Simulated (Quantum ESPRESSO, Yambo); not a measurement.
## G0W0 results for Cs$_{2}$KYCl$_{6}$

```
CELL_PARAMETERS angstrom
      0.00000     5.67746     5.67746
      5.67746     0.00000     5.67746
      5.67746     5.67746     0.00000
ATOMIC_POSITIONS crystal
  Cl 0.76708 0.23292 0.23292
  Cl 0.23292 0.76708 0.76708
  Cl 0.23292 0.76708 0.23292
  Cl 0.76708 0.23292 0.76708
  Cl 0.23292 0.23292 0.76708
  Cl 0.76708 0.76708 0.23292
  K  0.50000 0.50000 0.50000
  Y  0.00000 0.00000 0.00000
  Cs 0.75000 0.75000 0.75000
  Cs 0.25000 0.25000 0.25000
```

The geometry is that of Materials Project entry mp-1112690, symmetrised and not relaxed again.

Starting point: PBEsol (pw.x of Quantum ESPRESSO, ONCV potentials, no spin-orbit coupling). G0W0 in Yambo: 2×2×2 Γ-centred k mesh, bands 2 to 372 and a 6 Ry block in the screening, 372 bands in G with the Bruneval-Gonze terminator, plasmon pole fitted at 27.2 eV.

```
Quantity                                            Result
-------------------------------------------------  -------
PBEsol gap along the band path                     4.96 eV
PBEsol gap between the mesh's edge points (Γ → Γ)  4.96 eV
G0W0 gap between the same points                   7.54 eV
```

| k point | band | E PBEsol (eV) | E QP (eV) | shift (eV) | Z |
|---|---|---|---|---|---|
| Γ | VB | 0.00 | -1.85 | -1.85 | 0.81 |
| Γ | CB | 4.96 | 5.70 | 0.74 | 0.87 |
| L | VB | -0.13 | -1.99 | -1.87 | 0.81 |
| L | CB | 5.28 | 6.83 | 1.55 | 0.83 |
| X | VB | -0.01 | -1.85 | -1.84 | 0.81 |
| X | CB | 5.16 | 6.75 | 1.59 | 0.83 |

Energies count from the PBEsol valence-band maximum.

Nearest settings tried, and what they do to the gap: 239 bands in G: -6 meV; 171 bands in W: -7 meV; 5 Ry block (531 vectors against 645): -31 meV; 1×1×1 mesh: -139 meV. So the settings aren't converged at that level. The k mesh is coarse.

The structure is a Materials Project entry; no match was found in the copy of COD used, and its stability was not checked.
